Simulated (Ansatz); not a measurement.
**YbCo3B2: B vacancy**

Computed with the plane-wave PAW code Ansatz (scalar-relativistic, PAW set soft_2): PBEsol, no spin polarisation, 420 eV cutoff, k-mesh 4×4×4 shifted by half a step.

The relaxed host crystal (no gap at this level of theory):

```cif
data_structure
_symmetry_space_group_name_H-M 'P 1'
_symmetry_Int_Tables_number 1
_cell_length_a 4.9696
_cell_length_b 4.9696
_cell_length_c 2.9040
_cell_angle_alpha 90.000
_cell_angle_beta 90.000
_cell_angle_gamma 120.000
_cell_volume 62.11
loop_
_atom_site_label
_atom_site_type_symbol
_atom_site_fract_x
_atom_site_fract_y
_atom_site_fract_z
_atom_site_occupancy
Yb1 Yb 0.00000 0.00000 0.00000 1
Co1 Co 0.50000 0.00000 0.50000 1
Co2 Co 0.50000 0.50000 0.50000 1
Co3 Co 0.00000 0.50000 0.50000 1
B1 B 0.33333 0.66667 0.00000 1
B2 B 0.66667 0.33333 0.00000 1
```

Supercell of 18 atoms, rows of the matrix [[1,0,-1],[-1,-1,-1],[0,1,-1]] times the cell vectors; B vacancy at (0.333, 0.667, 0.000) in fractions of the cell above. Atoms are relaxed at the host's cell, from a start shaken by 0.05 Å near the defect. The cell loses 1 of its 6 B, so this is a heavily defective crystal.

Distances from the empty B site (Å), by shell of the perfect crystal:

| shell | perfect crystal | relaxed, charge 0 |
| --- | --- | --- |
| 6 Co | 2.04 | 2.11 |

```
charge  gap of the cell on the mesh (eV)
     0                              0.00
```

Formation energy of the neutral defect: 2.12 eV, taking atoms from and to the elements' standard states (no corrections for gases), so it belongs to those chemical potentials alone.

Relaxed cell at charge 0:

```
YbCo3B2 V_B charge 0
1.0
     4.9696    0.0000   -2.9040
    -2.4848   -4.3038   -2.9040
    -2.4848    4.3038   -2.9040
Yb Co B
3 9 5
Direct
  0.9942 0.0094 0.0021
  0.6682 0.6614 0.6761
  0.3422 0.3354 0.3281
  0.4908 0.9918 0.9934
  0.1682 0.6678 0.6697
  0.8456 0.3441 0.3457
  0.6595 0.1580 0.6586
  0.3358 0.8354 0.3346
  0.0118 0.5128 0.0108
  0.3246 0.3267 0.8247
  0.0006 0.0030 0.5021
  0.6769 0.6790 0.1795
  0.3324 0.9996 0.6663
  0.0040 0.6712 0.3379
  0.6682 0.0122 0.3253
  0.3450 0.6586 0.0021
  0.9914 0.3354 0.6789
```

Caveats: 4f shell without a U, which puts 4f levels too near the Fermi level; a metal with Cr, Mn, Fe, Co or Ni was run without spin, and may be magnetic; small supercell, so energies and levels can be off by tenths of an eV; one random start near the defect, so other minima are possible.
